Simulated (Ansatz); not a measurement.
## V, one cell by several methods

```yaml
crystal:
  lattice:
    - [-1.51300, 1.51300, 1.51300]
    - [1.51300, -1.51300, 1.51300]
    - [1.51300, 1.51300, -1.51300]
  atoms:
    - { symbol: V, position: [0.00000, 0.00000, 0.00000] }
```

The geometry is COD entry 7101267, unchecked; take it as a test cell.

Methods: DFT, PBEsol, PAW with Ansatz's default frozen-core files, scalar-relativistic (Ansatz 0.2.0); DFT, PBEsol, all-electron LAPW, scalar-relativistic (Ansatz 0.2.0).

For PAW: a Γ-centred 19×19×19 k mesh, Fermi–Dirac smearing of 0.03 eV, cutoff 420 eV, spin-polarised from start moments V 1.5 μB (the moments died away, and the run ended non-magnetic); the PAW files were made with PBE, and the program remakes their frozen cores for this functional. LAPW targets a basis error of 1 meV/atom. The Ansatz runs share mesh, smearing and spin set-up. Plane-wave (PAW) pressures include the program's estimate of the Pulay term.

Stress and pressure are positive in compression.

Levels count from the Fermi level.

PAW results:

```tsv
quantity	PAW
pressure (GPa)	-11.81
highest filled level at P (eV)	-1.086
lowest empty level at P (eV)	2.759
highest filled level at Γ (eV)	-6.535
lowest empty level at Γ (eV)	0.415
highest filled level at H (eV)	-2.879
lowest empty level at H (eV)	3.630
```

What does LAPW (all electrons) give for the same quantities?


| quantity | LAPW |
| --- | --- |
| pressure (GPa) | -11.84 |
| highest filled level at P (eV) | -1.085 |
| lowest empty level at P (eV) | 2.759 |
| highest filled level at Γ (eV) | -6.537 |
| lowest empty level at Γ (eV) | 0.416 |
| highest filled level at H (eV) | -2.879 |
| lowest empty level at H (eV) | 3.630 |
